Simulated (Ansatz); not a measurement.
Question: GaP (rock salt, Fm-3m) is relaxed with plane-wave PAW PBEsol (Ansatz code). What lattice parameters of the conventional cell result?

Answer: a = 5.087 Å.

Question: Is it a metal or does it have a gap at this level?

Answer: No gap at this level.

The start of the workflow was typed in or built on a structure type; neither database checked (COD, Materials Project) lists it. It is not the phase usual at ambient conditions (space group No. 216). The cell was relaxed with PBEsol under the symmetry of its start; of distortions, only those at the zone centre were tested. Spin–orbit coupling is left out wherever it is not named.

Potentials: the later of the program's two PAW sets.
